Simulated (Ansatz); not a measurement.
GaP (zinc blende, space group No. 216), PBE in the plane-wave PAW code Ansatz. The conduction-band minimum lies at Γ, with 1 equivalent valley. Second derivatives d²E/dk² of the lowest band at one valley (eV·Å²), along Cartesian directions:

| direction | d²E/dk² |
|---|---|
| [100] | 75.61 |
| [010] | 75.61 |
| [001] | 75.61 |
| [110] | 75.47 |
| [101] | 75.47 |
| [011] | 75.47 |

Q: Find the principal effective masses, the density-of-states mass and the conductivity mass.

A: Off-diagonal terms follow from H_xy = H[110] − (H_xx + H_yy)/2, and m*/mₑ = 7.620 eV·Å² over each eigenvalue: 0.10, 0.10, 0.10. One valley's DOS mass (m₁m₂m₃)^(1/3) = 0.10, conductivity mass 3/(Σ 1/mᵢ) = 0.10 mₑ.

Q: What effective density of states Nc follows at 300 K for parabolic valleys?

A: Nc = 2.509e19 × 1 × (0.10)^(3/2) ≈ 7.9e17 cm⁻³.

Space group F-43m (zinc blende). The PBE relaxation kept the symmetry of its start. Spin–orbit coupling is left out wherever it is not named.

Potentials: the later of the program's two PAW sets.
